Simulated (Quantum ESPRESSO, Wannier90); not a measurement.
# ZrO₂ (anatase): Wannier90 run

```
CELL_PARAMETERS angstrom
      0.00000    -4.01520     0.00000
      4.01520     0.00000     0.00000
     -2.00760     2.00760     5.34588
ATOMIC_POSITIONS crystal
  Zr 0.00000 0.00000 0.00000
  Zr 0.75000 0.25000 0.50000
  O  0.79839 0.79839 0.59678
  O  0.54839 0.04839 0.09678
  O  0.95161 0.45161 0.90322
  O  0.20161 0.20161 0.40322
```

Structure: Materials Project mp-754403, symmetrised, not relaxed again. Not found in the COD (Crystallography Open Database) copy used, which has the formula in other groups; not checked further. Level: PBEsol, spinors with spin-orbit coupling; pw.x of Quantum ESPRESSO at 68 Ry with PseudoDojo potentials, 4×4×4 k-points, Wannier90. Density: 8×8×8 mesh, cold smearing 0.01 Ry.

Base run: 44 functions from bands 25-100 of the 100 computed, start hydrogen-like Zr: d; O: p, centres 0.05 Å off the atoms, frozen window up to 5.37 eV relative to the valence-band maximum, outer window open. One setting was then changed (edges relative to the valence-band maximum; misfit to pw.x on a path, for states up to 4.9 eV relative to the valence-band maximum).

| run | Ω_I (Å²) | rms misfit (meV) | worst (meV) |
|---|---|---|---|
| base | 41.61 | 1.6 | 11 |
| changed | 39.76 | 34 | 410 |

### Question
Which change was made?
A. only the lowest 68 of the kept bands
B. only the lowest 60 of the kept bands
C. frozen window to 4.37 eV

### Answer
C, frozen window to 4.37 eV. The others give:

| run | Ω_I (Å²) | rms misfit (meV) | worst (meV) |
|---|---|---|---|
| only the lowest 60 of the kept bands | 42.62 | 1.8 | 8.5 |
| only the lowest 68 of the kept bands | 41.87 | 1.5 | 9.9 |
